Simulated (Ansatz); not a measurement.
Cd (Fm-3m), a film clamped to a substrate

These are results of DFT r2SCAN, scalar-relativistic, plane waves, PAW (Ansatz 0.2.0), not measurements. The runs took a 500 eV cutoff, a Γ-centred 18×18×18 mesh and Gaussian smearing (0.15 eV). No spin polarisation. Energies are free energies at this smearing, counted from the undisturbed cell; pressure is positive in compression.

The undisturbed cell (as given, not relaxed at this level; it stands at -0.3 GPa; this fcc form isn't the usual structure):

```xyz
1
Lattice="0.0000 2.2181 2.2181 2.2181 0.0000 2.2181 2.2181 2.2181 0.0000" Properties=species:S:1:pos:R:3 pbc="T T T"
Cd    0.0000    0.0000    0.0000
```

The cell (1 atom, V0 = 21.83 Å³) is strained by p along both x and y and by q along z, fractional coordinates fixed. τp = (1/V0) ∂E/∂p = (σxx + σyy)(1 + p)(1 + q) and τq = (1/V0) ∂E/∂q = σzz(1 + p)², with tension positive.

| p | q | ΔE (meV/atom) | τp (GPa) | τq (GPa) |
| --- | --- | --- | --- | --- |
| 0.000 | 0.000 | 0.00 | 0.55 | 0.27 |
| -0.050 | 0.000 | 45.30 | -15.26 | -4.31 |
| 0.050 | 0.000 | 35.79 | 9.10 | 3.72 |
| 0.000 | -0.050 | 11.87 | -4.36 | -4.05 |
| 0.000 | 0.050 | 13.56 | 3.67 | 3.59 |

Question: Get the second derivatives of the energy density.

Answer: Central differences give A = ∂τp/∂p = 244 GPa (C11 + C22 + 2 C12), C = ∂τq/∂q = 76 GPa (C33) and the cross term B = ∂τq/∂p = 80 GPa (C13 + C23); ∂τp/∂q = 80 GPa must equal B, and any difference shows higher-order terms. Steps this large leave an error of some per cent of A or C in all of these, which can swamp a small B. The ions are clamped. In a cubic crystal C11 = C = 76, C12 = B/2 = 40 GPa and A should be 2(C11 + C12) = 233 GPa; the bulk modulus is (C11 + 2 C12)/3 = 52 GPa.

Question: A film of this crystal grows with z along the normal on a substrate that imposes p. How does its thickness respond, and what does the misfit cost?

Answer: Count p and q from the stress-free cell. A free surface needs τq = 0, so q = −(B/C) p = -1.05 p. The energy density left is (A − B²/C) p²/2 = M p², with the biaxial modulus M = 80 GPa; a misfit of 1 % costs 1.08 meV/atom, against 1.66 meV/atom if the thickness were held.

In a metal these slopes depend on the k mesh and the smearing.